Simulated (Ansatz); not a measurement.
Ansatz input

```yaml
crystal:
  lattice:
    - [2.7693034462, 0.0, 0.0]
    - [-1.3846517231, 2.3982871352, 0.0]
    - [0.0, 0.0, 4.8261057101]
  atoms:
    - { symbol: Pt, position: [0.3333333333, 0.6666666667, 0.25], spin: 1.0 }
    - { symbol: Pt, position: [0.6666666667, 0.3333333333, 0.75], spin: 1.0 }
hamiltonian:
  xc: r2scan
  pseudopotentials:
    kind: paw
    azcp:
      Pt: "pseudopotentials/Pt.paw.azcp"
basis:
  ecutwfc: 500
  fft_grid_basis: typed
kpoints:
  mp_grid: { grid: [22, 22, 11], shift: [0, 0, 0] }
magnetization:
  spin_polarized: true
scf:
  occupations: { method: fermi_dirac, width: 0.05 }
output:
  stress: true
```

Terminal output

```
Engine: ansatz 0.2.0, aarch64-unknown-linux-gnu
Pseudopotentials: kind: paw
Pseudopotential: Pt, paw, valence charge 18, recommended cutoff 500 eV (meta_gga) 
Functional definition: r2SCAN
  parameter k0 = 0.174
  parameter k1 = 0.065
  parameter a1 = 4.9479
  exchange = r2scan_x(k0 = k0, k1 = k1, a1 = a1)
  correlation = r2scan_c
Crystal: 2 atoms, lattice volume = 32.053 Å³
Basis set: ecut = 500 eV, 797 PW (Γ), exchange–correlation on 96×96×144 points (64 copies of the dense FFT grid, shifted against one another)
Bands: 23, of which v1, the nominal top of the filled ones, is band 18 counted from 1 (17 counted from 0)
Symmetry: 24 space group operations
Space group: P63/mmc (ITA 194), of the structure as read, at distance tolerance 3.2e-5 Å
Magnetic group: BNS 194.263 (UNI 1493), of the structure as read, at distance tolerance 3.2e-5 Å
k-points: 312 of 5324
Non-local potential: Pt, projectors of the file, l = 0: 3, l = 1: 2, l = 2: 2, l = 3: 1
PAW form: soft (Blöchl's): semilocal exchange-correlation on the pseudo side does not see the compensation charge
PAW frozen core: Pt, regenerated for the run's functional (the file was generated under x = pbe(κ = 0.804, μ = 0.2195149727645171), c = pbe(β = 0.06672455060314922))
PAW one-centre angular grid: Pt, 590 points (default); XC on 160 Gauss nodes
Initial density: superposition of atomic densities (chi_scale 0.1, normalization cell)
Starting moments: Σ|m| = 2 μB on 2 of 2 sites
Initial wavefunctions: pseudopotential atomic-orbital guess
Functional: x = r2scan, c = r2scan; τ floored in thin density (d = 2e-4 eV/Å³)
iter 1 solved again at ethr=2.70e-3 eV; its pass at ethr=3.10e-3 eV (dr2=9.72e-1 eV) is discarded
SCF iter   1: F=—  HF=-25073.550480 eV  |F-HF|=—  |Δ(HF+E_count)|=         —  Δρ=3.68e-2 (↑3.68e-2 ↓3.04e-2)  dr2=1.29e0  dr2_τ=1.72e-2  dr2_m=4.40e-2  M=1.291 μB ∫|m|=1.322 μB  β_m=0.85  ethr=2.70e-3  ⟨swp⟩=2.0  Hψ=84482  notcnv=0
Mixer restart at iter 1: flushing history
spin=Collinear: Kerker preconditioning applied to the charge; magnetization (m = ρ↑ − ρ↓) channel mixes plain (no charge-response kernel on spin).
SCF iter   2: F=—  HF=-25073.156634 eV  |F-HF|=—  |Δ(HF+E_count)|=   3.94e-1  Δρ=1.89e-2 (↑1.89e-2 ↓1.87e-2)  dr2=3.93e-1  dr2_τ=1.13e-2  dr2_m=4.34e-3  M=1.189 μB ∫|m|=1.272 μB  β_m=1.00  ethr=2.70e-3  ⟨swp⟩=2.0  Hψ=23459  notcnv=0  κ⁻¹=1.0e0(r=1)
...
spin=Collinear: Kerker preconditioning applied to the charge; magnetization (m = ρ↑ − ρ↓) channel mixes plain (no charge-response kernel on spin).
SCF iter   2: F=—  HF=-25073.419201 eV  |F-HF|=—  |Δ(HF+E_count)|=   7.98e-3  Δρ=3.79e-3 (↑3.79e-3 ↓3.21e-3)  dr2=6.35e-4  dr2_τ=5.24e-4  dr2_m=3.30e-3  M=0.668 μB ∫|m|=0.714 μB  ethr=2.78e-6  ⟨swp⟩=1.0  Hψ=68956  notcnv=0
SCF iter   3: F=—  HF=-25073.427130 eV  |F-HF|=—  |Δ(HF+E_count)|=   7.93e-3  Δρ=1.77e-4 (↑1.77e-4 ↓1.41e-4)  dr2=3.60e-6  dr2_τ=5.62e-7  dr2_m=5.64e-6  M=0.059 μB ∫|m|=0.063 μB  ethr=2.78e-6  ⟨swp⟩=1.0  Hψ=33347  notcnv=0
an SCF towards Hund's moment on open shells that bore less, with the run's symmetry operations kept, reached no lower state that the run goes on to. This is no proof of a minimum
WARN: the starting moments were not kept: the SCF closed with an absolute magnetisation of 8.5e-5 μB, where they sum to 2 μB in size (2 sites). That is at most 0.1 of that sum. Measured as dr2_m measures the in/out step, that magnetisation stands 1.9e-9 eV from none, at or under the dr2_threshold of 1.0e-7 eV: it is no larger than a step whose dr2_m would equal this threshold. The system may hold no moment; this SCF shows only that its start led to no more than that. To try another start: raise the starting moments (crystal.atoms[].spin, magnetization.per_species, magnetization.initial_magnetization, or on a non-collinear deck that types none of these the spinor_matrix: blocks that start its atoms; where the total moment is fixed, keep their sum and leave initial_magnetization as it is; typed ones take the place of any that the run laid by itself, positive ones on a crystal's lanthanoids without a Hubbard term where scf.initial_density.shell_occupations: [] is typed) or, if the notice of its spin-set hold's release reads "site moments contracting" or "site moments show no strong build", lengthen the hold (scf.mixing.spin_hold: { on: { confirm: 4 } }; for m-r²SCAN on two components see the key's manual first). Each may lead to a state that holds a moment. A second SCF, from the converged charge density, with the starting moments and any scf.initial_density.shell_occupations laid on it anew, would have followed, and was not run: the deck does not ask for one (magnetization.retry_lost_moments is false, the default). To let it run, set magnetization.retry_lost_moments: true and run the deck again, where that key's refused combinations let it; where memory then withholds it, that run's warning says so.
this state was not tested for a lower state beside it, because the mixer in use, unlike msr1, does not test its closes by its own steps (another_mixer; see scf.mixing.algorithm and scf.lower_state_search)
SCF converged after 25 iterations
Magnetization: -0.0001 μB (18.0000 up, 18.0000 down)
Absolute magnetization: 0.0001 μB (∫|ρ↑−ρ↓|, with the PAW one-centre terms)
Spin contamination: 0.0000 ħ² per cell (⟨S²⟩ above its minimum at these occupations)
Per-site moments (μB) at R_I (Å): [(-4.073309859909087e-5, 1.1423376715582163), (-4.073309859886194e-5, 1.1423376715582163)]
Free energy (F): -25073.427180 eV
Harris-Foulkes:  -25073.427180 eV  (|F-HF|=2.18e-11)
Internal energy: -25073.399004 eV  (E = F + TS)
E sigma→0 (E₀):  -25073.413092 eV
Entropy (-TS):   -0.028176 eV (-14.088 meV/atom)
Fermi energy:    21.270748 eV
--- Per-component energies (eV) ---
  E_band       = -349.239764
  E_kinetic    = 1273.066150
  E_local      = -3099.584230  (includes V_loc(G=0)·N_el)
  E_nonlocal   = 404.357219
  E_hartree    = 1149.152665
  E_xc         = -499.069009
  E_vxc        = -673.344321  (∫ρ·V_xc dr)
  E_paw        = -18959.629489  (= ΣΔE_a)
  E_vpaw       = -595.093656  (= ΣTr[D̂ρ^β])
  E_aug_tail   = 0.000287  (compensation charges beyond the density's cutoff)
  E_vtau       = 43.053447  (kinetic-family band-sum trace: ∫τ·v_τ [+ j·A + Jᵃ·Aᵃ] dr)
  E_ewald      = -5341.229608
  E_core_change = -0.462989  (= ΣΔE_core)
  E_smearing   = -0.028176  (= −TS)
  E_closure    = 0.000000  (closes the sum)
  Σ components = -25073.427180   (vs F -25073.427180, Δ=0.00e0)
--- Stress (GPa, compression-positive) ---
       -9.617952       0.000000       0.000000
        0.000000      -9.617952       0.000000
        0.000000       0.000000      -8.700046
  P = ⅓ Tr σ = -9.3120 GPa (-93.120 kbar)
```
